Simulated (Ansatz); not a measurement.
Input and command of a plane-wave DFT calculation in Ansatz:

```yaml
crystal:
  lattice:
    - [5.0995742749, 0.0, 0.0]
    - [-2.5497871375, 4.4163608706, 0.0]
    - [0.0, 0.0, 9.3728265462]
  atoms:
    - { symbol: Ti, position: [0.3338527694, 1.0059510711, 0.118481875] }
    - { symbol: Ti, position: [-0.0059510711, 0.3279016983, 0.118481875] }
    - { symbol: Ti, position: [0.6720983017, 0.6661472306, 0.118481875] }
    - { symbol: Ti, position: [-0.0059510711, 0.6661472306, 0.381518125] }
    - { symbol: Ti, position: [0.6720983017, 1.0059510711, 0.381518125] }
    - { symbol: Ti, position: [0.3338527694, 0.3279016983, 0.381518125] }
    - { symbol: Ti, position: [0.6661472306, -0.0059510711, 0.881518125] }
    - { symbol: Ti, position: [1.0059510711, 0.6720983017, 0.881518125] }
    - { symbol: Ti, position: [0.3279016983, 0.3338527694, 0.881518125] }
    - { symbol: Ti, position: [1.0059510711, 0.3338527694, 0.618481875] }
    - { symbol: Ti, position: [0.3279016983, -0.0059510711, 0.618481875] }
    - { symbol: Ti, position: [0.6661472306, 0.6720983017, 0.618481875] }
    - { symbol: O, position: [0.6666666667, 0.3333333333, 0.25] }
    - { symbol: O, position: [0.3333333333, 0.6666666667, 0.75] }
    - { symbol: O, position: [0.0, 0.0, 0.25] }
    - { symbol: O, position: [0.0, 0.0, 0.75] }
basis:
  ecutwfc: 420
kpoints:
  mp_grid: { grid: [12, 12, 4] }
  band_path:
    path:
      - [[0.0, 0.0, 0.0], [0.5, 0.0, 0.0], [0.33333333, 0.33333333, 0.0], [0.0, 0.0, 0.0], [0.0, 0.0, 0.5], [0.5, 0.0, 0.5], [0.33333333, 0.33333333, 0.5], [0.0, 0.0, 0.5]]
      - [[0.5, 0.0, 0.5], [0.5, 0.0, 0.0]]
      - [[0.33333333, 0.33333333, 0.5], [0.33333333, 0.33333333, 0.0], [0.33333333, 0.33333333, -0.5]]
    npoints: 10
hamiltonian:
  xc: pbesol
scf:
  occupations: { method: gaussian, width: 0.1 }
  n_extra_bands: 40
output:
  forces: true
  stress: true
  eigenvalues: true
  populations: true
  dos: { projected: true, de: 0.02, nscf_kmesh: { grid: [18, 18, 6] } }
  bader: false
  write_density: true
  write_potential: true
  elf: true
  volumetric_format: npy
```

```bash
ansatz run input.yaml --threads 4 --pin off --max-ram 10240MiB --backend cpu --events-out ev --progress --plain --runs-dir out
```

Processor: Oxide Virtual Turin-like Processor (Zen 5), 4 threads, on a host shared with other jobs.

Question: Estimate time, memory and problem size.

Answer: About 91 s on 4 threads of Oxide Virtual Turin-like Processor (Zen 5), on a shared host, peak memory 3.1 GiB. It solves 124 bands at 69 k points (the mesh reduced by symmetry) with about 4153 plane waves, in 7 SCF iterations.
